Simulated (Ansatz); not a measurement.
All numbers below come from Ansatz, DFT PBE, scalar-relativistic, plane waves, PAW. All cells share a 420 eV cutoff and Γ-centred k meshes spaced at most about 0.3 Å⁻¹ (about 0.25 or finer for metals, 2π included). No spin polarisation in the final relaxations.

Temperature and zero-point effects are left out.

Two forms of TeMo5 were relaxed alike.

A. Space group P6/mmm (No. 191), hexagonal, a = 5.118 Å, c = 4.803 Å. Around Te lie 6 Mo at 2.95 Å and 12 Mo at 3.51 Å; around Mo on a site of symmetry mmm lie 4 Mo at 2.56 Å and 4 Mo at 2.82 Å; around Mo on a site of symmetry -6m2 lie 9 Mo at 2.82–2.95 Å and 3 Te at 2.95 Å.

B. Space group Cmmm (No. 65), orthorhombic, a = 4.531 Å, b = 9.718 Å, c = 4.487 Å. Te has 8 Mo at 2.79–2.80 Å and 6 Mo at 3.19–3.24 Å; Mo on a site of symmetry mmm is surrounded by 8 Mo at 2.77–2.82 Å, 2 Mo at 3.19 Å and 4 Te at 3.19 Å; around Mo on a site of symmetry m2m lie 6 Mo at 2.72–2.82 Å, 2 Te at 2.80 Å and 6 Mo at 3.19–3.35 Å; around Mo on a second site of symmetry m2m lie 6 Mo at 2.73–2.78 Å, 2 Te at 2.79 Å, 5 Mo at 3.19–3.24 Å and 1 Te at 3.24 Å.

Question: Which would you expect to be lower, and how large is the difference?

Answer: B is lower, by 0.40 eV/atom. A has the CaCu5 type, space group P6/mmm (No. 191), 18.2 Å³/atom and no gap on its mesh; B has Te and Mo ordered on bcc sites, space group Cmmm (No. 65), 16.5 Å³/atom and no gap. Counting Mo atoms around Te (those within 1.25 times the shortest such distance or 1.15 times the sum of covalent radii; a plus sign parts nearer from farther groups), A has Te 6+12 and B has Te 8+6. The denser one is the lower, and pressure would at first widen the difference. Even the lower one lies +0.24 eV/atom against the reference forms of the elements (uncorrected), so neither is stable at this level. Both come from invented guesses.

Spin–orbit coupling, which can matter for Te, is left out. Cells relaxed within their symmetry can be saddle points. The Cmmm cell of TeMo5 came from shaking the P6/mmm one.
